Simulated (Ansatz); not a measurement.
# Computed properties of Re₃B

Re$_{3}$B:
```
Re3B
1.0
    1.44158    -4.66262     0.00000
    1.44158     4.66262     0.00000
    0.00000     0.00000     7.26681
Re B
6 2
Direct
  0.13325   0.86675   0.93520
  0.86675   0.13325   0.06480
  0.86675   0.13325   0.43520
  0.13325   0.86675   0.56480
  0.57535   0.42465   0.25000
  0.42465   0.57535   0.75000
  0.74581   0.25419   0.75000
  0.25419   0.74581   0.25000
```

Space group Cmcm (No. 63); conventional cell a = 2.8832 Å, b = 9.3252 Å, c = 7.2668 Å, α = β = γ = 90.00°.

Method: PBEsol (plane waves, PAW; program Ansatz). Structure relaxed to zero pressure with the same functional. Other levels are named where they apply.

### Cell and energy

```json
{
 "volume_per_atom": "12.21 Å³",
 "density": "19.36 g/cm³",
 "Formation energy from the elements (no fitted shifts)": "-0.23 eV/atom"
}
```

### Electronic structure

```json
{
  "electronic_character": "metallic (no gap)",
  "Density of states at the Fermi level": "0.58 states/eV per atom (mean over ±0.08 eV)",
  "Gap with spin–orbit coupling": "none (metallic)"
}
```

### Mechanics

```json
{
 "Bulk modulus (Birch–Murnaghan fit)": "391 GPa",
 "Pressure derivative B′": "4.5"
}
```

### Phonons

```json
{
  "highest_zone_centre_frequency": "671 cm⁻¹",
  "zone_centre_stability": "no imaginary mode at Γ"
}
```

The first step of the workflow began from a Materials Project structure, measured or hypothetical; the Crystallography Open Database files this formula in space group No. 63, but the cells were not matched. Whether it is the stable phase at ambient conditions was not checked. The cell was relaxed with PBEsol under the symmetry of its start. No spin polarisation was allowed. As this level gives no gap, phonon frequencies hold no LO–TO term and depend on the k-mesh and smearing (Fermi–Dirac, 0.1 eV here). The references are the lowest solids computed at this level, not always the standard phases. Spin–orbit coupling is left out wherever it is not named.

Potentials: the later of the program's two PAW sets.
